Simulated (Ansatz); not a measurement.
Mg$_{5}$CdS$_{6}$: vibrational free energy, entropy and heat capacity

All numbers below come from Ansatz 0.2.0, DFT PBE, scalar-relativistic, plane waves, PAW. Settings: 420 eV plane-wave cutoff, Γ-centred 12×12×2 mesh, fixed occupations. No spin polarisation. Phonons by linear response, acoustic sum rule imposed.

Equilibrium structure at this level:
```xyz
12
Lattice="3.7305 0.0000 0.0000 -1.8652 3.2307 0.0000 0.0000 0.0000 18.3030" Properties=species:S:1:pos:R:3 pbc="T T T"
Mg    0.0000    2.1538   15.2973
Mg    0.0000    0.0000    0.0000
Mg    1.8652    1.0769    3.0057
Mg    0.0000    2.1538    6.0120
Mg    1.8652    1.0769   12.2910
Cd    0.0000    0.0000    9.1515
S     1.8652    1.0769   16.8003
S     0.0000    2.1538    1.5027
S     0.0000    0.0000    4.5077
S     1.8652    1.0769    7.4973
S     0.0000    2.1538   10.8057
S     0.0000    0.0000   13.7953
```

It was reached by relaxing an invented guess, and it needn't be the stable form of this composition. The q mesh is coarse, so values between its points are rough.

Force constants from linear response on a 2×2×1 q mesh, interpolated to a fine mesh.

Phonon density of states, in bins of 10 cm⁻¹:
```tsv
bin centre (cm⁻¹)	share of modes (%)
5	0.0
15	0.0
25	0.1
35	0.1
45	0.2
55	0.5
65	1.6
75	3.5
85	1.3
95	2.5
105	1.0
115	1.4
125	2.3
135	5.1
145	5.3
155	4.6
165	5.2
175	5.1
185	5.2
195	5.4
205	5.0
215	4.8
225	4.9
235	5.2
245	4.8
255	4.6
265	4.5
275	5.7
285	2.1
295	1.1
305	1.1
315	1.1
325	1.0
335	1.2
345	1.1
355	0.9
365	0.5
375	0.1
385	0.0
```

Question: Give the zero-point energy per atom.

Answer: 37.1 meV.

Question: How large are the vibrational entropy and heat capacity at 300 K?

Answer: S = 3.47 k_B and C_V = 2.76 k_B per atom, 92 % of the Dulong–Petit value.

Question: Tabulate them against temperature.

Answer:
```tsv
T (K)	F_vib (meV/atom)	S (k_B/atom)	C_V (k_B/atom)
100	34.5	0.94	1.61
200	19.9	2.40	2.50
300	-5.7	3.47	2.76
400	-39.2	4.28	2.86
500	-78.9	4.92	2.91
600	-123.7	5.46	2.94
700	-172.7	5.91	2.95
800	-225.4	6.31	2.96
900	-281.3	6.66	2.97
1000	-340.0	6.97	2.98
```
